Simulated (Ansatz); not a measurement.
The relaxed structure here is a generated cell of K: the first start was made by placing the elements on the sites of a structure type, and the end was not matched to a known phase here, so it may be hypothetical. Known forms of K include space group No. 229.

One stationary structure of K. Level of theory: r2SCAN (plane waves to 500 eV, PAW, scalar-relativistic; Ansatz, a quantum-chemistry and plane-wave program).

```xyz
1
Lattice="4.2964 0.0000 0.0000 0.0000 4.2964 0.0000 0.0000 0.0000 4.2964" Properties=species:S:1:pos:R:3 pbc="T T T"
K      0.0000     0.0000     0.0000
```

Problem. Find the space group and the Wyckoff positions (tolerance 0.01 Å).

Solution. Space group Pm-3m (No. 221); a = b = c = 4.2964 Å, α = β = γ = 90.00°

```csv
atom,site,symmetry,x,y,z
K,1a,m-3m,0.0000,0.0000,0.0000
```

This is the simple cubic type.

Problem. Give the shortest distances between elements (the closest pairs, up to four, under 3.6 Å).

Solution. .

The volume per atom comes out as 79.31 Å³. The band gap comes out as no gap (metallic).

No spin polarisation in the result.

The run could not lower the symmetry of its start; a shaken copy of this end point relaxes with r2SCAN to I4/mmm (No. 139) at a tolerance of 0.01 Å, Im-3m (No. 229) at 0.1 Å, 0.11 eV/atom lower.
